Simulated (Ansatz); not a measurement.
**Al2GaAs3: rattling a relaxed structure**

It was reached by relaxing an invented guess, and it needn't be the stable form of this composition.

Computed with DFT PBE, scalar-relativistic, plane waves, PAW (Ansatz 0.2.0). Settings: cutoff 420 eV, Γ-centred mesh 10×10×10 on the computed 6-atom cell, Gaussian smearing of 0.02 eV; no spin polarisation.

The cell below (6 atoms, space group I-4m2 (No. 119)) is relaxed within its symmetry.

```
CELL_PARAMETERS angstrom
-2.02776 2.02776 8.59806
2.02776 -2.02776 8.59806
2.02776 2.02776 -8.59806
ATOMIC_POSITIONS crystal
Al 0.66679 0.66679 0.00000
Al 0.33321 0.33321 0.00000
Ga 0.00000 0.00000 0.00000
As 0.91610 0.41610 0.50000
As 0.25000 0.75000 0.50000
As 0.58390 0.08390 0.50000
```

For the test a repeat of it with 12 atoms (edges 4.06, 8.11, 9.06 Å) was strained at random (σ = 1.5 % a component), the atoms were moved at random (σ = 0.15 Å), and all was relaxed again on a coarse 4×2×4 mesh (in the run’s order of axes) with 0.10 eV smearing, with no symmetry imposed.

Question: What happens?

Answer: It returns, within 1 meV/atom of the unmoved cell on that mesh and with the same symmetry when read at 0.1 Å (C2 at 0.01 Å, so small strains and shifts remain). No instability shows in this cell; modes of other wave vectors, which need another repeat, aren't tested.
